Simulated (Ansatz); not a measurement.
TaAs in space group I4_1md (No. 109; Ta on 4a, As on 4a) under volume change, plane-wave PAW PBE (Ansatz code), shape and atoms relaxed at each volume.

```json
[
 {"V (Å³/atom)": "16.006", "E − E(relaxed) (meV/atom)": "91.3", "P (GPa)": "20.09"},
 {"V (Å³/atom)": "16.534", "E − E(relaxed) (meV/atom)": "38.3", "P (GPa)": "12.30"},
 {"V (Å³/atom)": "17.062", "E − E(relaxed) (meV/atom)": "9.1", "P (GPa)": "5.66"},
 {"V (Å³/atom)": "17.589", "E − E(relaxed) (meV/atom)": "0.0", "P (GPa)": "0.00"},
 {"V (Å³/atom)": "18.117", "E − E(relaxed) (meV/atom)": "8.1", "P (GPa)": "-4.82"},
 {"V (Å³/atom)": "18.645", "E − E(relaxed) (meV/atom)": "31.0", "P (GPa)": "-8.92"},
 {"V (Å³/atom)": "19.172", "E − E(relaxed) (meV/atom)": "66.2", "P (GPa)": "-12.41"}
]
```

What does a third-order Birch–Murnaghan fit give for V₀, B₀ and B′?

V₀ = 17.59 Å³/atom, B₀ = 174 GPa, B′ = 4.3.

The cell was relaxed with PBE under the symmetry of its start. The run is not spin-polarised. Spin–orbit coupling is left out wherever it is not named.

Potentials: the later of the program's two PAW sets.
